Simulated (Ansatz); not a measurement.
Space group Amm2 (No. 38). a = 4.524 Å, b = 9.461 Å, c = 6.808 Å, α = 90.00°, β = 90.00°, γ = 90.00°
```json
{"atom": "Li", "site": "4e", "symmetry": "m..", "x": "0.5000", "y": "0.7507", "z": "0.2918"}
{"atom": "Li", "site": "2b", "symmetry": "mm2", "x": "0.5000", "y": "0.0000", "z": "0.5437"}
{"atom": "Li", "site": "4d", "symmetry": "m..", "x": "0.0000", "y": "0.7108", "z": "0.5412"}
{"atom": "Li", "site": "2a", "symmetry": "mm2", "x": "0.0000", "y": "0.0000", "z": "0.3111"}
{"atom": "Li", "site": "2a", "symmetry": "mm2", "x": "0.0000", "y": "0.0000", "z": "0.7717"}
{"atom": "Sb", "site": "2b", "symmetry": "mm2", "x": "0.5000", "y": "0.0000", "z": "0.0407"}
```

Equation of state of this Li$_{7}$Sb structure (not necessarily the ground state), with shape and atoms relaxed at each volume where symmetry leaves them free. It has no gap at any of these volumes. Level of theory: Ansatz, DFT PBE, scalar-relativistic, plane waves, PAW.

Plane waves to 420 eV, a k mesh through Γ of 8×8×8 on the computed 8-atom cell and Gaussian smearing (0.10 eV); no spin polarisation.

```json
{"V (Å³/atom)": "16.026", "E − E(largest V) (meV/atom)": "10.85", "P (GPa)": "3.43"}
{"V (Å³/atom)": "16.572", "E − E(largest V) (meV/atom)": "1.02", "P (GPa)": "2.37"}
{"V (Å³/atom)": "17.119", "E − E(largest V) (meV/atom)": "-5.44", "P (GPa)": "1.46"}
{"V (Å³/atom)": "17.665", "E − E(largest V) (meV/atom)": "-9.04", "P (GPa)": "0.68"}
{"V (Å³/atom)": "18.211", "E − E(largest V) (meV/atom)": "-10.16", "P (GPa)": "0.00"}
{"V (Å³/atom)": "18.758", "E − E(largest V) (meV/atom)": "-9.11", "P (GPa)": "-0.60"}
{"V (Å³/atom)": "19.304", "E − E(largest V) (meV/atom)": "-6.16", "P (GPa)": "-1.12"}
{"V (Å³/atom)": "20.033", "E − E(largest V) (meV/atom)": "0.00", "P (GPa)": "-1.63"}
```

Q: Fit a third-order Birch–Murnaghan equation, E = E0 + (9V0B0/16)·[(x − 1)³B0' + (x − 1)²(6 − 4x)] with x = (V0/V)^(2/3), to E(V).

A: V0 = 18.20 Å³/atom, B0 = 21 GPa, B0' = 4.1.

Spin-orbit coupling is left out, which matters for the bands of heavy elements.

The cell was found from a structure generator's guess, not taken from experiment.
